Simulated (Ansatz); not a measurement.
# Zincblende alloy of CdTe and MgTe (28 of 32 Cd sites exchanged), 64 atoms

Ansatz, PAW, plane waves. PBEsol relaxation of volume and atoms (shape held) at the single k point (¼, ¼, ¼) without its symmetry partners; single points on the relaxed atoms at the Γ point alone, onto which points of the small cell's zone fold. Arrangement: quasirandom. No spin–orbit coupling unless named.

Relaxed structure:

```xyz
64
Lattice="12.8903 0.0000 0.0000 0.0000 12.8903 0.0000 0.0000 0.0000 12.8903" Properties=species:S:1:pos:R:3 pbc="T T T"
Mg    0.0005   12.8866    0.0005
Mg    0.0007   12.8780    6.4519
Mg    0.0087    6.4431    0.0025
Mg    6.4317   12.8807   12.8809
Mg    6.4380    0.0011    6.4486
Mg    6.4405    6.4458    0.0026
Mg    6.4342    6.4374    6.4454
Mg    3.2198    3.2201    0.0036
Mg    3.2241    3.2163    6.4503
Mg    3.2245    9.6670    0.0044
Mg    3.2274    9.6713    6.4413
Mg    9.6537    3.2178    6.4416
Mg    9.6554    9.6616    0.0048
Mg    9.6638    9.6661    6.4506
Mg    3.2162    0.0030    3.2259
Mg    3.2173   12.8858    9.6664
Mg    3.2191    6.4452    3.2219
Mg    3.2246    6.4421    9.6760
Mg    9.6571   12.8847    9.6686
Mg    9.6516    6.4423    3.2277
Mg    0.0007    3.2135    3.2247
Mg    0.0076    3.2171    9.6707
Mg    0.0002    9.6663    3.2269
Mg   12.8859    9.6773    9.6685
Mg    6.4336    3.2288    3.2266
Mg    6.4340    3.2107    9.6621
Mg    6.4351    9.6658    3.2210
Mg    6.4408    9.6667    9.6717
Cd    0.0097    6.4561    6.4483
Cd    9.6804    3.2247    0.0072
Cd    9.6672   12.8899    3.2285
Cd    9.6740    6.4499    9.6699
Te    1.6071    1.6080    1.6102
Te    1.6109    1.6056    8.0551
Te    1.6128    8.0592    1.6143
Te    1.6287    8.0768    8.0765
Te    8.0235    1.6075    1.6076
Te    8.0515    1.6074    8.0580
Te    8.0464    8.0542    1.6151
Te    8.0356    8.0630    8.0454
Te    4.8278    4.8355    1.6106
Te    4.8280    4.8314    8.0610
Te    4.8279   11.2822    1.6164
Te    4.8323   11.2783    8.0604
Te   11.2945    4.8521    1.6338
Te   11.2799    4.8067    8.0514
Te   11.2859   11.2641    1.5997
Te   11.2713   11.2774    8.0584
Te    4.8318    1.6099    4.8355
Te    4.8245    1.6086   11.2779
Te    4.8289    8.0524    4.8338
Te    4.8332    8.0581   11.2833
Te   11.2926    1.6187    4.8546
Te   11.2892    1.5935   11.2643
Te   11.2611    8.0661    4.8243
Te   11.2950    8.0699   11.2975
Te    1.6245    4.8176    4.8252
Te    1.6114    4.8302   11.2806
Te    1.6097   11.2764    4.8347
Te    1.6143   11.2767   11.2828
Te    8.0474    4.8305    4.8381
Te    8.0284    4.8259   11.2750
Te    8.0347   11.2640    4.8474
Te    8.0526   11.2732   11.2822
```

Q: What are the mean bond lengths by pair (pairs within 1.2 times the sum of covalent radii, less contacts 15 % beyond the pair's median; cation–cation pairs of compounds aside; long ionic contacts are cut short by that bound)?

A: Cd–Te 2.813 ± 0.002 Å (standard deviation, 16 bonds); Mg–Te 2.788 ± 0.001 Å (standard deviation, 112 bonds).

Q: What gap lies between the top filled and the lowest empty level in the single points?

A: HSE06 3.03 eV (100 s on NVIDIA H100).
